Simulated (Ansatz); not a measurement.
Start of a relaxation, 1 CH3 a cell, anchor, over an O atom of a lower plane (TiO₂, P4_2/mnm (No. 136), (1 1 0) face):

```yaml
crystal:
  lattice:
    - [5.90853, 0.00000, 0.00000]
    - [0.00000, 6.51694, 0.00000]
    - [0.00000, 0.00000, 24.18097]
  atoms:
    - { symbol: O, position: [0.00000, 0.00000, 0.33084] }
    - { symbol: O, position: [0.50000, 0.00000, 0.33084] }
    - { symbol: Ti, position: [0.00000, 0.50000, 0.38356] }
    - { symbol: Ti, position: [0.50000, 0.50000, 0.38356] }
    - { symbol: Ti, position: [0.25000, 0.00000, 0.38356] }
    - { symbol: Ti, position: [0.75000, 0.00000, 0.38356] }
    - { symbol: O, position: [0.25000, 0.30438, 0.38356] }
    - { symbol: O, position: [0.75000, 0.30438, 0.38356] }
    - { symbol: O, position: [0.25000, 0.69562, 0.38356] }
    - { symbol: O, position: [0.75000, 0.69562, 0.38356] }
    - { symbol: O, position: [0.00000, 0.00000, 0.43628] }
    - { symbol: O, position: [0.50000, 0.00000, 0.43628] }
    - { symbol: O, position: [0.00000, 0.50000, 0.46009] }
    - { symbol: O, position: [0.50000, 0.50000, 0.46009] }
    - { symbol: Ti, position: [0.00000, 0.00000, 0.51081] }
    - { symbol: Ti, position: [0.50000, 0.00000, 0.51081] }
    - { symbol: Ti, position: [0.25000, 0.50000, 0.52233] }
    - { symbol: Ti, position: [0.75000, 0.50000, 0.52233] }
    - { symbol: O, position: [0.25000, 0.81159, 0.52356] }
    - { symbol: O, position: [0.75000, 0.81159, 0.52356] }
    - { symbol: O, position: [0.25000, 0.18841, 0.52356] }
    - { symbol: O, position: [0.75000, 0.18841, 0.52356] }
    - { symbol: O, position: [0.00000, 0.50000, 0.56657] }
    - { symbol: O, position: [0.50000, 0.50000, 0.56657] }
    - { symbol: C, position: [0.25000, 0.81159, 0.60999] }
    - { symbol: H, position: [0.11061, 0.71815, 0.62541] }
    - { symbol: H, position: [0.40895, 0.74886, 0.62541] }
    - { symbol: H, position: [0.23044, 0.96776, 0.62541] }
```

Computed with Ansatz, DFT PBE+D3(BJ), scalar-relativistic, plane waves, PAW. Settings: cutoff 420 eV, Γ-centred mesh 3×3×1 on the computed 28-atom cell, Gaussian smearing of 0.05 eV; collinear spin. A dipole correction removes the field between periodic images along c.

Atoms 1, 2, 3, 4, 5, 6, 7, 8, 9, 10, 11, 12 (counted from 1) are held. The cell is fixed. Force threshold 0.04 eV/Å.

```
step E − E_final (eV) largest force (eV/Å)
   1             1.288                 3.089
   2             0.797                 1.972
   3             0.495                 1.040
   4             0.328                 0.544
   5             0.281                 0.573
   6             0.248                 0.329
   7             0.220                 0.377
   8             0.199                 0.155
   9             0.194                 0.265
  10             0.171                 0.188
  11             0.146                 0.149
  12             0.114                 0.128
  13             0.080                 0.122
  14             0.047                 0.141
  15             0.020                 0.108
  16             0.005                 0.099
  17             0.072                 1.246
  18             0.003                 0.079
  19             0.001                 0.065
  20             0.000                 0.044
  21             0.000                 0.011
```

Problem. What is the final structure?

Solution.
```xyz
28
Lattice="5.9085 0.0000 0.0000 0.0000 6.5169 0.0000 0.0000 0.0000 24.1810" Properties=species:S:1:pos:R:3 pbc="T T T"
O     0.0000    0.0000    8.0000
O     2.9543    0.0000    8.0000
Ti    0.0000    3.2585    9.2748
Ti    2.9543    3.2585    9.2748
Ti    1.4771    0.0000    9.2748
Ti    4.4314    0.0000    9.2748
O     1.4771    1.9836    9.2748
O     4.4314    1.9836    9.2748
O     1.4771    4.5333    9.2748
O     4.4314    4.5333    9.2748
O     0.0000    0.0000   10.5497
O     2.9543    0.0000   10.5497
O    -0.0010    3.2590   11.1294
O     2.9531    3.2577   11.1280
Ti    0.0006   -0.0035   12.3813
Ti    2.9546    0.0031   12.3397
Ti    1.4829    3.2579   12.6247
Ti    4.4348    3.2583   12.6203
O     1.4877    5.2817   12.6435
O     4.4225    5.2817   12.6427
O     1.4866    1.2354   12.6414
O     4.4239    1.2337   12.6450
O     0.0005    3.2567   13.7046
O     2.9572    3.2595   13.7033
C     0.0368    6.5574   15.1375
H    -0.7942    5.8636   15.2431
H     1.0395    6.1766   15.3143
H    -0.1339    7.6326   15.1270
```

The end is the local minimum or symmetric point that this start leads to. The slab is only 5.8 Å thick, so the energy isn't converged with thickness.

Cost: 1 run of about 49 core-minutes, on Intel Xeon Platinum 8488C (Sapphire Rapids) (shared hosts).